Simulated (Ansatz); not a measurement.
**Pt2Ge: a fit and a missing row**

Pt2Ge, P-62m, a = 6.761 Å, c = 3.459 Å. The structure is a Materials Project entry; whether it is the stable form wasn't checked. Ansatz: PBEsol, PAW, 420 eV, Γ-centred 6×6×10 mesh on 9 atoms, Gaussian smearing 0.10 eV; no spin polarisation. Shape and atoms are relaxed at each volume; pressure is positive in compression.

```
V (Å³/atom) P (GPa)
     13.387    36.83
     13.843    24.99
     14.299    15.03
     14.756     6.77
     15.212     0.00
     15.668        ?
     16.125    -9.83
     16.733   -14.10
```

Question: Take V0 = 15.212 Å³/atom, fit the third-order Birch–Murnaghan form to the other rows, and predict the missing pressure.

Answer: With the Eulerian strain f = ½[(V0/V)^(2/3) − 1] and y = P/[3f(1 + 2f)^(5/2)], the form is the line y = B0 + 1.5 B0 (B0′ − 4) f. Rows (f, y): 0.04447, 223.1; 0.03244, 219.4; 0.02106, 214.6; 0.01025, 209.3; -0.01906, 189.5; -0.03078, 179.0. Means f = 0.009730, y = 205.82; Σ(Δf)² = 0.004321, ΣΔfΔy = 2.566; the slope is their ratio. y = 200.0 + 593.9 f GPa, so B0 = 200.0 GPa and B0′ = 4 + 2 × (593.9)/(3 × 200.0) = 5.98. At V = 15.668, f = -0.00975, y = 194.21 and P = -5.41 GPa. The run gave -5.49 GPa, so the fit is 0.08 GPa too high, within the rms miss on the fitted rows (0.25 GPa).

Spin–orbit coupling is left out, which can shift energies with elements as heavy as these.